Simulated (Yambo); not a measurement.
G0W0@LDA for GaP (zinc blende, space group F-43m, No. 216) in Yambo. Reference settings: 4×4×4 Γ-centred k mesh, 151 bands and a 14 Ry block in the screening, 151 bands in G with the Bruneval-Gonze terminator, plasmon pole fitted at 27.2 eV. The LDA gap Γ → X on this mesh is 1.44 eV; G0W0 gaps are taken between the same points.

With and without the terminator, as bands are cut:

```json
[
 {"bands in G (in W)": "28 (28)", "gap, terminator (eV)": "2.202", "gap, none (eV)": "2.083", "valence shift, terminator (eV)": "-0.249", "valence shift, none (eV)": "0.072"},
 {"bands in G (in W)": "50 (50)", "gap, terminator (eV)": "2.232", "gap, none (eV)": "2.142", "valence shift, terminator (eV)": "-0.487", "valence shift, none (eV)": "-0.276"},
 {"bands in G (in W)": "78 (78)", "gap, terminator (eV)": "2.260", "gap, none (eV)": "2.202", "valence shift, terminator (eV)": "-0.593", "valence shift, none (eV)": "-0.457"},
 {"bands in G (in W)": "114 (114)", "gap, terminator (eV)": "2.282", "gap, none (eV)": "2.247", "valence shift, terminator (eV)": "-0.659", "valence shift, none (eV)": "-0.568"},
 {"bands in G (in W)": "151 (151)", "gap, terminator (eV)": "2.295", "gap, none (eV)": "2.272", "valence shift, terminator (eV)": "-0.692", "valence shift, none (eV)": "-0.628"}
]
```

Over this range the gap spans 0.093 eV with the terminator and 0.189 eV without, the valence shift 0.443 eV and 0.700 eV. Neither column has reached its limit for certain.

The standard potential for Ga keeps a d shell in the valence without the s and p states of that shell. In tests on such compounds this moved G0W0 gaps by up to about 0.9 eV, so absolute quasiparticle energies here are unreliable; differences between settings are what counts.

Spin-orbit coupling is not included.

Geometry relaxed with LDA; primitive cell a = b = c = 3.810 Å, α = β = γ = 60.00°.

A shift is the quasiparticle energy of the state minus its LDA energy.
